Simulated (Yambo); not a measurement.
G0W0@LDA for a free-standing WS2 monolayer (symmetry P-6m2, slab cell 16.1 Å high) in Yambo. Reference settings: 9×9×1 Γ-centred k mesh, bands 2 to 104 and a 7 Ry block in the screening, 104 bands in G with the Bruneval-Gonze terminator, plasmon pole fitted at 27.2 eV, slab-truncated Coulomb interaction, stochastic integration of W near q = 0. The LDA gap K → K on this mesh is 1.99 eV; G0W0 gaps are taken between the same points.

With and without the terminator, as bands are cut:

```json
[
 {"bands in G (in W)": "25 (25)", "gap, terminator (eV)": "3.002", "gap, none (eV)": "3.106", "valence shift, terminator (eV)": "0.444", "valence shift, none (eV)": "0.951"},
 {"bands in G (in W)": "40 (40)", "gap, terminator (eV)": "3.007", "gap, none (eV)": "3.118", "valence shift, terminator (eV)": "0.235", "valence shift, none (eV)": "0.694"},
 {"bands in G (in W)": "58 (58)", "gap, terminator (eV)": "2.989", "gap, none (eV)": "3.081", "valence shift, terminator (eV)": "0.099", "valence shift, none (eV)": "0.490"},
 {"bands in G (in W)": "80 (80)", "gap, terminator (eV)": "2.976", "gap, none (eV)": "3.053", "valence shift, terminator (eV)": "0.001", "valence shift, none (eV)": "0.324"},
 {"bands in G (in W)": "104 (104)", "gap, terminator (eV)": "2.968", "gap, none (eV)": "3.033", "valence shift, terminator (eV)": "-0.065", "valence shift, none (eV)": "0.201"}
]
```

Over this range the gap spans 0.039 eV with the terminator and 0.085 eV without, the valence shift 0.509 eV and 0.750 eV. Neither column has reached its limit for certain.

Spin-orbit coupling is not included.

Geometry relaxed with LDA; primitive cell a = b = 3.123 Å, c = 16.100 Å, α = β = 90.00°, γ = 120.00°.

A shift is the quasiparticle energy of the state minus its LDA energy.
